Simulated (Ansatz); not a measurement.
CsPbCl3:
```cif
data_Cl3CsPb
_chemical_formula_sum 'Cs1 Pb1 Cl3'
_space_group_name_H-M_alt 'P 1'
_space_group_IT_number 1
_cell_length_a 5.73337
_cell_length_b 5.73337
_cell_length_c 5.73337
_cell_angle_alpha 90.000
_cell_angle_beta 90.000
_cell_angle_gamma 90.000
loop_
_space_group_symop_operation_xyz
  'x, y, z'
loop_
_atom_site_label
_atom_site_type_symbol
_atom_site_fract_x
_atom_site_fract_y
_atom_site_fract_z
_atom_site_occupancy
Cs1 Cs 0.50000 0.50000 0.50000 1
Pb1 Pb 0.00000 0.00000 0.00000 1
Cl1 Cl 0.00000 0.00000 0.50000 1
Cl2 Cl 0.50000 0.00000 0.00000 1
Cl3 Cl 0.00000 0.50000 0.00000 1
```

Relaxed with PBE.

Task: Decompose the optical modes at the zone centre into irreducible representations, and say which are infrared and Raman allowed.

Result: Point group m-3m: Γ_opt = 3T1u + T2u. Infrared: T1u. Raman: none.

Task: Assign frequencies (DFPT, PBE in the plane-wave PAW code Ansatz; without the LO–TO term).

Result: T1u 9i, T2u 33, T1u 58, T1u 113 cm⁻¹.

Space group Pm-3m (cubic perovskite). This is a known high-temperature phase of the composition, computed here at zero pressure and temperature. Symmetry was held in the PBE relaxation; phonons on a q-mesh show weakly imaginary modes. Scalar-relativistic: spin–orbit coupling is off unless named, which matters more the heavier the elements.

Potentials: the later of the program's two PAW sets.
